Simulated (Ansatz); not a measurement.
Ti (bcc (W type), space group No. 229), a = 3.252 Å, b = 3.252 Å, c = 3.252 Å, α = 90.00°, β = 90.00°, γ = 90.00°; the cell used has 1 atom.

Relaxed with r²SCAN.

### Question
Tabulate the valence density and the electron localisation function along the shortest Ti–Ti contact (2.82 Å), r²SCAN (plane waves, PAW; program Ansatz).

### Answer


| distance from Ti (Å) | density (e/Å³) | ELF |
|---|---|---|
| 0.28 | 9.69 | 0.69 |
| 0.42 | 6.93 | 0.74 |
| 0.56 | 4.02 | 0.72 |
| 0.70 | 1.87 | 0.59 |
| 0.84 | 0.78 | 0.33 |
| 0.99 | 0.38 | 0.13 |
| 1.13 | 0.24 | 0.09 |
| 1.27 | 0.20 | 0.13 |
| 1.41 | 0.19 | 0.17 |
| 1.55 | 0.20 | 0.13 |
| 1.69 | 0.24 | 0.09 |
| 1.83 | 0.38 | 0.13 |
| 1.97 | 0.78 | 0.33 |
| 2.11 | 1.87 | 0.59 |
| 2.25 | 4.02 | 0.72 |
| 2.39 | 6.93 | 0.74 |
| 2.53 | 9.69 | 0.69 |

The density is the valence pseudo-density with augmentation charge, so density and ELF within about 1 Å of a nucleus are not all-electron values.

Space group Im-3m (bcc (W type)). This is a known high-temperature phase of the composition, computed here at zero pressure and temperature. Symmetry was held in the r²SCAN relaxation. At this level the phase is dynamically unstable (imaginary phonons). The run is not spin-polarised.

Potentials: the earlier of the program's two PAW sets.
